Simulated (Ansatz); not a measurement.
Ti (hcp (Mg type), space group No. 194) under volume change, PBE (plane waves, PAW; program Ansatz), shape and atoms relaxed at each volume.

```tsv
V (Å³/atom)	E − E(relaxed) (meV/atom)	P (GPa)
15.822	56.6	12.47
16.344	23.9	7.72
16.865	5.7	3.59
17.387	0.0	-0.01
17.908	5.2	-3.14
18.430	20.0	-5.86
18.952	43.0	-8.23
```

**Question.** What does a third-order Birch–Murnaghan fit give for V₀, B₀ and B′?

**Answer.** V₀ = 17.39 Å³/atom, B₀ = 112 GPa, B′ = 3.6.

Space group P6_3/mmc (hcp (Mg type)). The cell was relaxed with PBE under the symmetry of its start. The run is not spin-polarised.

Potentials: the earlier of the program's two PAW sets.
